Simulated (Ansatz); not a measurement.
**Vibrational response of Cd$_{7}$S**

Theory: DFT PBE, scalar-relativistic, plane waves, PAW in Ansatz 0.2.0. Settings: 420 eV plane-wave cutoff, Γ-centred 12×12×2 mesh, Gaussian smearing of 0.10 eV. No spin polarisation. Phonons by linear response, acoustic sum rule imposed.

Relaxed structure:
```
Cd S
1.0
     3.61552    0.00000    0.00000
    -1.80776    3.13114    0.00000
     0.00000    0.00000   16.93336
Cd S
7 1
Direct
  0.66667 0.33333 0.89945
  0.33333 0.66667 0.10055
  0.33333 0.66667 0.76867
  0.66667 0.33333 0.63531
  0.66667 0.33333 0.23133
  0.33333 0.66667 0.36469
  0.00000 0.00000 0.50000
  0.00000 0.00000 0.00000
```

The structure comes from a proposed guess, relaxed at this level; another structure or a mixture of phases may lie lower. In a metal, frequencies depend on the k mesh and the smearing, soft modes most.

(1) Is this structure stable against zone-centre distortions?

(2) List the optical modes at Γ (i marks imaginary ones).

Results:

(1) Yes, at Γ: no optical mode is imaginary. Strains and other wave vectors aren't tested by this run.

(2)
```csv
frequency (THz),degeneracy
0.43,2
0.81,2
1.26,2
1.40,2
1.68,2
1.70,1
1.85,1
2.20,2
3.01,1
3.13,1
3.57,1
4.24,1
4.27,2
5.60,1
```
